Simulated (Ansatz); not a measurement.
A geometry of Pd away from equilibrium: step 2 of the relaxation of a relaxed Pd cell shaken by Gaussian noise of σ = 0.08 Å a coordinate. All values below come from PBEsol (plane waves to 420 eV, PAW, scalar-relativistic; Ansatz, a first-principles code). Γ-centred k-mesh 7×7×7 on the run's cell (coarser than for final values), Fermi–Dirac smearing 0.05 eV. The plane waves were selected for a different cell earlier on the path.

```
Pd
1.0
    4.95570     0.00379     0.00799
    0.00379     4.93980     0.00397
    0.00799     0.00397     4.83659
Pd
8
Cartesian
  0.74842   0.66184   0.74863
  3.26026   1.68740   4.10174
  4.16409   3.09311   1.61899
  1.84271   4.17659   3.19209
  4.33161   4.14236   4.06058
  1.64635   3.11994   0.74435
  0.76255   1.70374   3.17968
  3.26158   0.63409   1.62628
```

Problem. Give the Cartesian forces on all atoms (eV/Å).

Solution. 
```csv
atom,Fx,Fy,Fz
Pd1,0.36,0.01,0.38
Pd2,-0.09,0.03,-0.42
Pd3,-0.35,0.04,0.25
Pd4,-0.05,-0.08,0.04
Pd5,-0.30,-0.02,-0.48
Pd6,0.36,0.01,0.19
Pd7,0.29,0.08,-0.14
Pd8,-0.23,-0.07,0.18
```

The path ends in P6₃/mmc (No. 194) (hcp (Mg type)). No spin polarisation in the result. A magnetic state may lie lower.

The end of the path is a generated cell of Pd: the first start was made by placing the elements on the sites of a structure type, and the end was not matched to a known phase here, so it may be hypothetical. Known forms of Pd include space group No. 225.
